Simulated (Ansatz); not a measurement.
## Computed properties of BeSe

BeSe:
```
CELL_PARAMETERS angstrom
      3.65086     0.00000     0.00000
     -1.82543     3.16174     0.00000
      0.00000     0.00000     6.01864
ATOMIC_POSITIONS crystal
  Be 0.66667 0.33333 0.99966
  Be 0.33333 0.66667 0.49966
  Se 0.66667 0.33333 0.62554
  Se 0.33333 0.66667 0.12554
```

Space group P6_3mc (No. 186), wurtzite; conventional cell a = 3.6509 Å, b = 3.6509 Å, c = 6.0186 Å, α = 90.00°, β = 90.00°, γ = 120.00°.

Method: DFT-PBE in the program Ansatz with PAW potentials. Structure relaxed to zero pressure with the same functional. Other levels are named where they apply.

### Cell and energy

| Quantity | Value |
|---|---|
| Volume per atom | 17.37 Å³ |
| Density | 4.21 g/cm³ |
| Formation energy from the elements (no fitted shifts) | -792 meV/atom |

### Electronic structure

| Item | Result |
|---|---|
| Band gap | 3.31 eV (indirect) |
| Valence-band maximum | at Γ |
| Conduction-band minimum | on the L–M line, 23 % of the way from L (6 equivalent valleys) |
| Smallest direct gap on the standard path | 3.96 eV |
| Electron effective mass | 0.29, 0.29, 6.7 mₑ (principal values) |
| Hole effective mass, band 1 of 2 at the edge | 1.2 along x, 1.1 along z (mₑ) |
| Hole effective mass, band 2 of 2 at the edge | 0.20 along x, 1.1 along z (mₑ) |

### Mechanics

| Item | Value |
|---|---|
| Bulk modulus (Birch–Murnaghan fit) | 74.8 GPa |
| Pressure derivative B′ | 3.9 |

A made-up cell: these elements were put on the sites of a structure type; neither database checked (COD, Materials Project) lists it. COD files the formula under space group No. 216. Its standing as an ambient phase is unchecked. The cell was relaxed with PBE under the symmetry of its start; its stability against distortions is not shown here. The references are the lowest solids computed at this level, not always the standard phases. Spin–orbit coupling is left out wherever it is not named.

Potentials: the later of the program's two PAW sets.
